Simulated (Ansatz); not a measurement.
Ansatz (a program for electronic structure) input:

Ansatz 0.2 input:
```yaml
crystal:
  lattice:
    - [-3.2316989799, 3.2316989799, 2.1198685121]
    - [3.2316989799, -3.2316989799, 2.1198685121]
    - [3.2316989799, 3.2316989799, -2.1198685121]
  atoms:
    - { symbol: Li, position: [0.1824343016, 0.5946495347, 0.786580874] }
    - { symbol: Li, position: [0.3958534276, 0.1824343016, 0.5877847669] }
    - { symbol: Li, position: [0.8080686607, 0.3958534276, 0.213419126] }
    - { symbol: Li, position: [0.5946495347, 0.8080686607, 0.4122152331] }
    - { symbol: Mo, position: [0.9485086411, 0.9485086411, 0.0] }
    - { symbol: O, position: [0.7429470691, 0.1050691996, 0.8144556483] }
    - { symbol: O, position: [0.9284914208, 0.7429470691, 0.6378778696] }
    - { symbol: O, position: [0.2906135512, 0.9284914208, 0.1855443517] }
    - { symbol: O, position: [0.1050691995, 0.2906135512, 0.3621221304] }
    - { symbol: O, position: [0.5217341938, 0.5217341938, 0.0] }
kpoints:
  mp_grid: { grid: [8, 8, 8] }
hamiltonian:
  xc: r2scan
  pseudopotentials: { kind: paw }
scf:
  occupations: { method: fixed }
checkpoint: { read: static.run }
output: { bader: true, populations: true }
```

Output (shortened):

```
Pseudopotential: Li, paw, valence charge 3
Pseudopotential: Mo, paw, valence charge 14
Pseudopotential: O, paw, valence charge 6
Functional definition: r2SCAN
Crystal: 10 atoms, lattice volume = 88.559 Å³
Basis set: ecut = 500 eV, 2211 PW (Γ), exchange–correlation on 160×160×160 points (64 copies of the dense FFT grid, shifted against one another)
Bands: 38, of which v1, the nominal top of the filled ones, is band 28 counted from 1 (27 counted from 0)
Symmetry: 4 space group operations
Space group: I4 (ITA 79), of the structure as read, at distance tolerance 4.5e-5 Å
k-points: 78 of 512 (time reversal used)
Stability of the state it starts from, as read at its close in the unpolarized treatment …
iter 1 solved again at ethr=2.00e-7 eV; its pass at ethr=3.10e-3 eV (dr2=1.12e-4 eV) is discarded
SCF iter   1: F=—  HF=-8640.696204 eV  |F-HF|=—  |Δ(HF+E_count)|=         —  Δρ=1.13e-6  dr2=4.30e-10  dr2_τ=1.09e-10  ethr=2.00e-7  ⟨swp⟩=3.0  Hψ=17175  notcnv=0  defer=622
preconditioner: auto → none
SCF iter   2: F=—  HF=-8640.696203 eV  |F-HF|=—  |Δ(HF+E_count)|=   8.46e-7  Δρ=8.79e-7  dr2=4.45e-10  dr2_τ=1.38e-10  ethr=1.00e-12  ⟨swp⟩=10.9  Hψ=15164  notcnv=0
SCF iter   3: F=-8640.696203 eV  HF=-8640.696203 eV  |F-HF|=1.64e-11  |Δ(HF+E_count)|=  8.73e-11  Δρ=4.16e-7  dr2=5.76e-11  dr2_τ=1.90e-11  ethr=1.00e-12  ⟨swp⟩=1.0  Hψ=6790  notcnv=0
SCF 1 converged in 3 iterations: F = -8640.696203 eV  dr2 = 5.76e-11
SCF converged after 3 iterations
Free energy (F): -8640.696203 eV
Harris-Foulkes:  -8640.696203 eV  (|F-HF|=1.64e-11)
Internal energy: -8640.696203 eV  (E = F + TS)
E sigma→0 (E₀):  -8640.696203 eV
Fermi energy:    5.897841 eV
--- Per-component energies (eV) ---
  E_band       = -612.221339
  E_kinetic    = 1413.423677
  E_local      = -3478.032495  (includes V_loc(G=0)·N_el)
  E_nonlocal   = 241.933145
  E_hartree    = 1197.902312
  E_xc         = -591.330908
  E_vxc        = -850.836717  (∫ρ·V_xc dr)
  E_paw        = -4102.306248  (= ΣΔE_a)
  E_vpaw       = -390.080819  (= ΣTr[D̂ρ^β])
  E_aug_tail   = 0.004721  (compensation charges beyond the density's cutoff)
  E_vtau       = 55.562517  (kinetic-family band-sum trace: ∫τ·v_τ [+ j·A + Jᵃ·Aᵃ] dr)
  E_ewald      = -3321.909499
  E_core_change = -0.380908  (= ΣΔE_core)
  E_smearing   =  0.000000  (= −TS)
  E_closure    =  0.000000  (closes the sum)
  Σ components = -8640.696203   (vs F -8640.696203, Δ=0.00e0)
  [band-id]    e_kinetic+e_local+e_nonlocal+2·e_hartree+e_vxc+e_vpaw+e_augmentation_tail+e_vtau = -612.221348   (vs E_band -612.221339, Δ=-9.63e-6)
--- Band table (eV; the first three rows and the last of 78) ---
  k-point 0: bands = ["-57.4237", "-38.0157", "-37.9761", "-37.9746", "-37.9746", "-30.9200", "-30.7894", "-30.7894", "-12.6484", "-11.8775", "-11.4474", "-10.5659", "-10.5659", "1.0477", "1.9510", "1.9680", "2.0976", "2.0976", "3.1689", "3.1689", "3.1929", …
  k-point 1: bands = ["-57.4237", "-38.0147", "-37.9777", "-37.9746", "-37.9740", "-30.9200", "-30.7895", "-30.7894", "-12.6383", "-11.8554", "-11.4457", "-10.6146", "-10.5601", "1.1074", "1.8271", "1.9936", "2.0914", "2.2519", "3.0694", "3.1483", "3.3086", …
  k-point 2: bands = ["-57.4237", "-38.0119", "-37.9810", "-37.9748", "-37.9734", "-30.9201", "-30.7898", "-30.7895", "-12.6162", "-11.7913", "-11.4355", "-10.7459", "-10.5473", "1.2832", "1.7229", "2.0518", "2.0957", "2.3930", "2.8436", "3.1382", "3.5248", …
  k-point 77: bands = ["-57.4237", "-37.9953", "-37.9851", "-37.9851", "-37.9763", "-30.9203", "-30.7903", "-30.7903", "-12.5424", "-11.5578", "-11.4187", "-10.8272", "-10.8272", "0.9984", "2.0077", "2.2054", "2.2304", "2.2304", "2.4318", "3.6864", "3.6864", …
--- Löwdin populations: 10 sites ---
  site symbol       q [e]
     0     Li      2.2457
     1     Li      2.2457
     2     Li      2.2457
     3     Li      2.2457
     4     Mo     12.3472
     5      O      6.8819
     6      O      6.8819
     7      O      6.8819
     8      O      6.8819
     9      O      6.7565
  spilling = 0.006886 (of n_electrons = 56.000000)
--- Bader charges: 10 sites ---
  site symbol  charge [e]  shift [e]
     0     Li      0.9003     0.0008
     1     Li      0.9003     0.0008
     2     Li      0.9003     0.0008
     3     Li      0.9003     0.0008
     4     Mo      2.7950     0.0093
     5      O     -1.2953     0.0023
     6      O     -1.2953     0.0023
     7      O     -1.2953     0.0023
     8      O     -1.2953     0.0023
     9      O     -1.2150     0.0033
  shift: an alarm, by how much a part of what the PAW files miss would move the charge. Where it is large, compare
  with a run on PAW files of another source; a small one proves nothing
  estimated error of the sums over rays = 6.9e-4 e
```

Cost: around 6 core-minutes (rough) on shared cores.

The first step of the workflow began from a Materials Project structure, measured or hypothetical; the Crystallography Open Database copy checked does not list it. COD files the formula under space group No. 2, so this cell is another polymorph or a model. Its standing as an ambient phase is unchecked. Symmetry was held in the r²SCAN relaxation; its stability against distortions is not shown here. No spin polarisation was allowed. No Hubbard U is applied. Scalar-relativistic: spin–orbit coupling is off unless named, which matters more the heavier the elements.

Potentials: the later of the program's two PAW sets.

Ansatz is a plane-wave DFT program.
